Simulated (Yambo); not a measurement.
Material: AlPO₄ (space group P6_3mc, No. 186); a = b = 5.286 Å, c = 8.629 Å, α = β = 90.00°, γ = 120.00° (12 atoms in the cell). The geometry is that of Materials Project entry mp-545974, symmetrised and not relaxed again.

With PBEsol (Quantum ESPRESSO, PseudoDojo norm-conserving, 84 Ry, scalar-relativistic), the gap between the mesh's edge points (Γ → Γ) is 5.551 eV.

Question: What does a G0W0 run in Yambo give for it (3×3×1 Γ-centred k mesh, 297 bands and a 7 Ry block in the screening, 297 bands in G with the Bruneval-Gonze terminator, plasmon pole fitted at 27.2 eV)?

Answer: The correction is 2.903 eV, giving 8.454 eV, 1.5 times the PBEsol value.  Nearest settings tried, and what they do to the gap: 191 bands in W, 191 bands in G: +4 meV; 6 Ry block (361 vectors against 451): -55 meV. Not varied: mesh. So the settings aren't converged at that level.
